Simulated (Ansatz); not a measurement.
Relaxed-ion elastic tensor of NbCo$_{2}$ (cubic Laves (MgCu2 type), Fd-3m) in GPa (Voigt order), DFT-PBEsol in the program Ansatz with PAW potentials; density 9.54 g/cm³, 12.23 Å³ per atom.

```
400  191  191  0.0  0.0  0.0
191  400  191  0.0  0.0  0.0
191  191  400  0.0  0.0  0.0
0.0  0.0  0.0  148  0.0  0.0
0.0  0.0  0.0  0.0  148  0.0
0.0  0.0  0.0  0.0  0.0  148
```

**Question.** Is the crystal mechanically stable?

**Answer.** Yes: the smallest eigenvalue of C is 148 GPa.

**Question.** Work out the Voigt, Reuss and Hill averages.

**Answer.** K_V = 260, K_R = 260, K_H = 260; G_V = 131, G_R = 127, G_H = 129 GPa.

**Question.** Give Young's modulus, Poisson's ratio, Pugh's ratio and the universal anisotropy index.

**Answer.** E = 9KG/(3K + G) = 332 GPa; ν = 0.29; K/G = 2.02 (ductile by the Pugh limit of 1.75); A_U = 5G_V/G_R + K_V/K_R − 6 = 0.15.

**Question.** Estimate the sound speeds and the Debye temperature.

**Answer.** v_l = √((K + 4G/3)/ρ) = 6730 m/s, v_t = √(G/ρ) = 3670 m/s, mean 4100 m/s; Θ = (h/k)(3n/4πV)^(1/3) v_m = 529 K.

**Question.** Give the Zener ratio and Young's modulus along [100], [110] and [111].

**Answer.** A = 2C44/(C11 − C12) = 1.42; 1/E = S11 − 2(S11 − S12 − S44/2)Γ with Γ = 0, 1/4, 1/3 gives 277, 343, 373 GPa.

The first step of the workflow began from a Materials Project structure, measured or hypothetical; the Crystallography Open Database files this formula in space group No. 227, but the cells were not matched. Its standing as an ambient phase is unchecked. The PBEsol relaxation kept the symmetry of its start. At this level the phase is dynamically unstable (imaginary phonons). The workflow began spin-polarised and lost its moments. As this level gives no gap, shear constants depend on the k-mesh and smearing (Fermi–Dirac, 0.1 eV here). On the denser mesh and wider smearing of the elastic run this cell carries a stress of 0.4 GPa.

Potentials: the later of the program's two PAW sets.
